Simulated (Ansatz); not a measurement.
HgS:
```cif
data_Hg2S2
_chemical_formula_sum 'Hg2 S2'
_space_group_name_H-M_alt 'P 1'
_space_group_IT_number 1
_cell_length_a 4.15768
_cell_length_b 4.15768
_cell_length_c 6.77766
_cell_angle_alpha 90.000
_cell_angle_beta 90.000
_cell_angle_gamma 120.000
loop_
_space_group_symop_operation_xyz
  'x, y, z'
loop_
_atom_site_label
_atom_site_type_symbol
_atom_site_fract_x
_atom_site_fract_y
_atom_site_fract_z
_atom_site_occupancy
Hg1 Hg 0.66667 0.33333 0.49910 1
Hg2 Hg 0.33333 0.66667 0.99910 1
S1 S 0.66667 0.33333 0.87590 1
S2 S 0.33333 0.66667 0.37590 1
```

Relaxed with PBEsol. The program Ansatz at the PBEsol level (PAW) gives no gap.

What gap does HSE06 give on the same cell (Ansatz, PAW)?

0.49 eV. The hybrid was solved on a coarser mesh and at special points; its gap is the smallest among all of these. On such a mesh it can open a false gap in a semimetal.

```csv
k,v1 PBEsol,c1 PBEsol,v1 HSE06,c1 HSE06
Γ,0.00,0.00,0.00,0.49
A,-0.50,1.40,…,…
K,-1.90,3.47,…,…
H,-1.46,3.06,-1.56,4.20
M,-0.99,2.28,…,…
L,-1.66,2.33,…,…
```

Top valence (v1) and lowest conduction level (c1) in eV from each method's valence maximum (which need not be a listed point): supply the withheld HSE06 values.


- A, v1 HSE06: -0.53
- A, c1 HSE06: 2.40
- K, v1 HSE06: -2.03
- K, c1 HSE06: 4.66
- L, v1 HSE06: -1.78
- L, c1 HSE06: 3.38
- M, v1 HSE06: -1.06
- M, c1 HSE06: 3.35

Cost on shared cores: the PBEsol run (SCF on a 11×11×6 mesh, then bands and DOS) about 70 core-seconds (a rough figure), the HSE06 run (SCF on 6×6×3, then a few points) roughly 4 core-minutes; the tasks are unlike.

Space group P6_3mc (wurtzite). The workflow started from a Materials Project entry (that database holds measured and hypothetical structures alike); the Crystallography Open Database copy checked does not list it. COD files the formula under space group No. 152, 154, 166, 216, so this cell is another polymorph or a model. Its standing as an ambient phase is unchecked. Symmetry was held in the PBEsol relaxation; its stability against distortions is not shown here. Spin–orbit coupling is left out wherever it is not named.

Potentials: the later of the program's two PAW sets.
